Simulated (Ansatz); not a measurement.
Rb (bcc (W type)), relaxed and computed with several functionals in Ansatz (plane waves, PAW). Much of their spread follows the volume that each gives.

| functional | V (Å³/atom) | K_Hill (GPa) |
|---|---|---|
| PBEsol | 86.53 | 2.9 |
| r²SCAN | 94.93 | 2.6 |
| PBE | 91.19 | ? |
| PBE+D3(BJ) | 85.86 | 3.1 |

Q: Fit a straight line to ln K against ln V and predict the withheld value.

A: Least squares on the 3 shown rows: ln K = -1.51 × ln V + (7.829), with a scatter of 2.3 %. For PBE this gives 2.8. The run itself gave 2.8, a miss of 0.0 % of that.

All cells were relaxed under the symmetry of their starts (and spin orders); stability against distortions was not tested throughout. Spin–orbit coupling is left out wherever it is not named.

Potentials: the earlier of the program's two PAW sets. The files were generated under PBE; for other functionals the program regenerates the frozen cores, and for LDA and PBEsol the local potential too.

Ansatz (an electronic-structure program) is a plane-wave DFT program.
